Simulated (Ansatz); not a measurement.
C:
```cif
data_C4
_chemical_formula_sum 'C4'
_space_group_name_H-M_alt 'P63/mmc'
_space_group_IT_number 194
_space_group_name_Hall '-P 6c 2c'
_cell_length_a 2.45298
_cell_length_b 2.45298
_cell_length_c 6.76933
_cell_angle_alpha 90.000
_cell_angle_beta 90.000
_cell_angle_gamma 120.000
loop_
_atom_site_label
_atom_site_type_symbol
_atom_site_symmetry_multiplicity
_atom_site_Wyckoff_symbol
_atom_site_fract_x
_atom_site_fract_y
_atom_site_fract_z
_atom_site_occupancy
C1 C 2 b 0.00000 0.00000 0.25000 1
C2 C 2 c 0.33333 0.66667 0.25000 1
```

Relaxed with r²SCAN+D4.

Question: Which orbitals make up the states near the Fermi level in the program Ansatz at the r²SCAN+D4 level (PAW)?

Answer: Within 0.5 eV of the Fermi level: C 2p 99 %. Projections are on Löwdin-orthogonalised atomic valence shells; empty p or d shells of many metals are not among them.

Question: Tabulate the density of states.

Answer: States/eV per cell of 4 atoms, in 0.25 eV bins, energy from the Fermi level.

| E (eV) | total | C 2p | C 2s |
|---|---|---|---|
| -7.85 | 1.22 | 1.12 | 0.09 |
| -7.60 | 1.39 | 1.29 | 0.09 |
| -7.35 | 1.40 | 1.31 | 0.08 |
| -7.10 | 1.70 | 1.62 | 0.07 |
| -6.85 | 2.23 | 2.15 | 0.07 |
| -6.60 | 1.70 | 1.63 | 0.06 |
| -6.35 | 1.47 | 1.41 | 0.04 |
| -6.10 | 1.29 | 1.24 | 0.04 |
| -5.85 | 1.39 | 1.34 | 0.04 |
| -5.60 | 1.21 | 1.18 | 0.03 |
| -5.35 | 1.24 | 1.21 | 0.03 |
| -5.10 | 1.18 | 1.15 | 0.02 |
| -4.85 | 1.13 | 1.10 | 0.02 |
| -4.60 | 1.10 | 1.08 | 0.01 |
| -4.35 | 1.08 | 1.06 | 0.01 |
| -4.10 | 1.06 | 1.05 | 0.01 |
| -3.85 | 1.05 | 1.04 | 0.01 |
| -3.60 | 1.05 | 1.04 | 0.00 |
| -3.35 | 1.01 | 1.01 | 0.00 |
| -3.10 | 0.72 | 0.72 | 0.00 |
| -2.85 | 0.82 | 0.81 | 0.00 |
| -2.60 | 0.81 | 0.81 | 0.00 |
| -2.35 | 0.86 | 0.86 | 0.00 |
| -2.10 | 0.63 | 0.62 | 0.00 |
| -1.85 | 0.47 | 0.47 | 0.00 |
| -1.60 | 0.37 | 0.37 | 0.00 |
| -1.35 | 0.30 | 0.30 | 0.00 |
| -1.10 | 0.24 | 0.23 | 0.00 |
| -0.85 | 0.18 | 0.18 | 0.00 |
| -0.60 | 0.12 | 0.11 | 0.00 |
| -0.35 | 0.08 | 0.08 | 0.00 |
| -0.10 | 0.01 | 0.01 | 0.00 |
| 0.15 | 0.02 | 0.02 | 0.00 |
| 0.40 | 0.07 | 0.07 | 0.00 |
| 0.65 | 0.12 | 0.12 | 0.00 |
| 0.90 | 0.20 | 0.20 | 0.00 |
| 1.15 | 0.29 | 0.29 | 0.00 |
| 1.40 | 0.43 | 0.41 | 0.00 |
| 1.65 | 0.95 | 0.91 | 0.00 |
| 1.90 | 0.82 | 0.79 | 0.00 |
| 2.15 | 0.79 | 0.75 | 0.00 |
| 2.40 | 0.70 | 0.67 | 0.00 |
| 2.65 | 0.59 | 0.57 | 0.00 |
| 2.90 | 0.54 | 0.52 | 0.00 |
| 3.15 | 0.50 | 0.48 | 0.00 |
| 3.40 | 0.47 | 0.45 | 0.00 |
| 3.65 | 0.45 | 0.43 | 0.00 |
| 3.90 | 0.43 | 0.41 | 0.00 |
| 4.15 | 0.41 | 0.39 | 0.00 |
| 4.40 | 0.42 | 0.37 | 0.00 |
| 4.65 | 0.45 | 0.36 | 0.00 |
| 4.90 | 0.47 | 0.35 | 0.00 |

Space group P6_3/mmc (graphite). The cell was relaxed with r²SCAN+D4 under the symmetry of its start.

Potentials: the earlier of the program's two PAW sets.
